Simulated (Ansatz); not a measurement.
SiNi:
```
CELL_PARAMETERS angstrom
      5.09239     0.00000     0.00000
      0.00000     3.35810     0.00000
      0.00000     0.00000     5.56568
ATOMIC_POSITIONS crystal
  Ni 0.50778 0.25000 0.68917
  Ni 0.00778 0.25000 0.81083
  Ni 0.49222 0.75000 0.31083
  Ni 0.99222 0.75000 0.18917
  Si 0.67878 0.25000 0.08423
  Si 0.17878 0.25000 0.41577
  Si 0.32122 0.75000 0.91577
  Si 0.82122 0.75000 0.58423
```

Relaxed with DFT-r²SCAN in the program Ansatz with PAW potentials. Indices refer to the conventional cell of Pnma, a = 5.092 Å, b = 3.358 Å, c = 5.566 Å, α = β = γ = 90.00°.

Task: Simulate the powder diffraction pattern (Mo Kα, λ = 0.71073 Å; lines above 1 %) up to 2θ = 45°.

Result: Simulated powder pattern, Mo Kα, λ = 0.71073 Å (kinematic, ideal powder, no thermal factors, no anomalous dispersion; the 30 strongest lines at most, above 1 %, up to 2θ = 45°):

```
2θ (°)  d (Å)  I/Imax (%)          hkl
------  -----  ----------  -----------
10.85   3.757          11        (101)
14.20   2.875          69        (011)
14.67   2.783          16        (002)
16.05   2.546          26        (200)
16.32   2.504          20        (111)
16.74   2.442          13        (102)
20.17   2.029          10        (210)
20.73   1.975          72        (112)
21.49   1.906         100        (211)
21.81   1.879          31        (202)
23.53   1.743          28        (103)
24.44   1.679          31        (020)
25.28   1.624          34  (013)+(301)
28.62   1.438         4.5        (022)
29.37   1.402         8.3        (220)
29.77   1.384         4.8        (122)
32.42   1.273         4.5        (400)
32.97   1.252         9.0        (303)
32.98   1.252          16        (222)
33.13   1.246          15        (114)
34.18   1.209          16        (123)
35.45   1.167         9.8        (321)
35.55   1.164          15        (411)
35.75   1.158         4.7        (402)
38.15   1.087         8.0        (105)
40.58   1.025          20  (314)+(230)
40.88   1.018         7.4        (132)
41.30   1.008          11        (231)
41.46   1.004         7.6        (323)
43.78   0.953         4.3        (422)
```

The cell was relaxed with r²SCAN under the symmetry of its start. The workflow began spin-polarised and lost its moments.

Potentials: the later of the program's two PAW sets.
